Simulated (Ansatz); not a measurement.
The relaxed structure here is a generated cell of WSe2: the first start was made by placing the elements on the sites of a structure type, and the end was not matched to a known phase here, so it may be hypothetical. Known forms of WSe2 include space group No. 194.

The end point of a relaxation of WSe2. Space group Fm-3m (No. 225), AFLOW prototype AB2_cF12_225_a_c (C1, as in CaF2). Calculation: PBEsol (plane waves to 420 eV, PAW, scalar-relativistic; Ansatz, a quantum-chemistry and plane-wave program).

```xyz
3
Lattice="0.0000 3.0840 3.0840 3.0840 0.0000 3.0840 3.0840 3.0840 0.0000" Properties=species:S:1:pos:R:3 pbc="T T T"
Se     4.6260     4.6260     4.6260
Se     1.5420     1.5420     1.5420
W      0.0000     0.0000     0.0000
```

What is the computed magnetic moment (PBEsol)?

Net 0.55 μB/atom, ferromagnetic.

Spin state reached: ferromagnetic (net 0.55 μB/atom); other spin orders were not run from this start.

The run could not lose the symmetry of its start: the end is stationary, and may be a saddle point rather than a minimum.

All atoms sit on sites fixed by symmetry, so only the cell could relax.
